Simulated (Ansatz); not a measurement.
BaSnF4:
```xyz
12
Lattice="4.2536 0.0000 0.0000 0.0000 4.2536 0.0000 0.0000 0.0000 10.5718" Properties=species:S:1:pos:R:3 pbc="T T T"
Ba     0.0000     2.1268     6.7228
Ba     2.1268     0.0000     3.8490
Sn     0.0000     2.1268     1.2537
Sn     2.1268     0.0000     9.3181
F      0.0000     0.0000     8.6494
F      2.1268     2.1268     8.6494
F      2.1268     2.1268     1.9224
F      0.0000     0.0000     1.9224
F      0.0000     0.0000     5.2859
F      2.1268     2.1268     5.2859
F      0.0000     2.1268     3.3226
F      2.1268     0.0000     7.2492
```

Tensor components refer to the Cartesian frame of this cell.

Give the high-frequency dielectric tensor and the Born effective charge tensors of the independent atoms from DFPT, DFT-LDA in the program Ansatz with PAW potentials.


ε∞:
```
3.55  0.00  0.00
0.00  3.55  0.00
0.00  0.00  3.10
```
Z* of atom 1 (Ba), rows: field, columns: displacement, in e:
```
2.78  0.00  0.00
0.00  2.78  0.00
0.00  0.00  2.98
```
Z* of atom 3 (Sn), rows: field, columns: displacement, in e:
```
3.41  0.00  0.00
0.00  3.41  0.00
0.00  0.00  2.55
```
Z* of atom 5 (F), rows: field, columns: displacement, in e:
```
-2.96   0.00   0.00
 0.00  -0.76   0.00
 0.00   0.00  -1.06
```
Z* of atom 9 (F), rows: field, columns: displacement, in e:
```
-1.38   0.00   0.00
 0.00  -1.38   0.00
 0.00   0.00  -1.54
```
Z* of atom 11 (F), rows: field, columns: displacement, in e:
```
-1.09   0.00   0.00
 0.00  -1.09   0.00
 0.00   0.00  -1.87
```

Static charges for comparison (Bader): Ba1 +1.68, Sn3 +1.49, F5 -0.80, F9 -0.81, F11 -0.76 e. Born charges measure polarisation by displacement and can exceed these by far.

Space group P4/nmm. The first step of the workflow began from a Materials Project structure, measured or hypothetical; the Crystallography Open Database copy checked does not list it. Its standing as an ambient phase is unchecked. Symmetry was held in the LDA relaxation; whether a distortion lowers the energy is not shown. A crystal of weakly bound layers computed without a dispersion correction: the cell and the soft elastic constants depend strongly on that. Spin–orbit coupling is left out wherever it is not named.

Potentials: the later of the program's two PAW sets.
